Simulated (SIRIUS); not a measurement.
Consider a self-consistent single point of WS2 (P6_3/mmc, 6 atoms in the cell; from Materials Project mp-224, changed as shown).

```
WS2
1.0
    3.24667     0.00000     0.00000
   -1.62334     2.81170     0.00000
    0.00000     0.00000    13.23282
W S
2 4
Direct
  0.33333   0.66667   0.25000
  0.66667   0.33333   0.75000
  0.33333   0.66667   0.62980
  0.66667   0.33333   0.37020
  0.66667   0.33333   0.12980
  0.33333   0.66667   0.87020
```

All values come from this method and carry its errors: LDA (PW92), PseudoDojo 0.4 standard norm-conserving LDA (tails mended) pseudopotentials (plane waves; SIRIUS).

SIRIUS settings:

- parameters.ngridk: 8 8 2
- parameters.xc_functionals: [XC_LDA_X, XC_LDA_C_PW]
- parameters.gk_cutoff: 8.367 1/bohr
- parameters.pw_cutoff: 16.734 1/bohr
- parameters.smearing: gaussian
- parameters.smearing_width: 0.000367493 Ha
- potentials: PseudoDojo 0.4 standard norm-conserving LDA (tails mended) pseudopotentials
- parameters.electronic_structure_method: pseudopotential
- parameters.num_bands: 31
- parameters.num_mag_dims: 0
- parameters.num_dft_iter: 100
- parameters.energy_tol: 1e-07 Ha
- parameters.density_tol: 1e-06
- mixer.type: broyden2
- mixer.beta: 0.5
- mixer.use_hartree: false

Q: Estimate, at this level of theory: pressure and largest force (vector length).

A: The run gave:

- Pressure: -13.18 GPa
- Largest force (vector length): 1.278 eV/Å

For comparison: a first run was changed to give this one (volume scaled by 1.06), and from it to this one the free energy rises by 69.4 meV/atom, the pressure goes from -6.02 to -13.18 GPa and the largest force goes from 0.359 to 1.278 eV/Å.

Spin-orbit coupling is left out, which matters for bands and gaps with elements this heavy. Forces above 1 eV/Å remain at this geometry. The structure comes from a collection of computed structures, made at another level of theory; the collection holds predicted forms beside known ones.

Cost on one core: very roughly 4 core-minutes.

“Tails mended”: in these copies of the files the far tail of each local potential was reset to the Coulomb form.
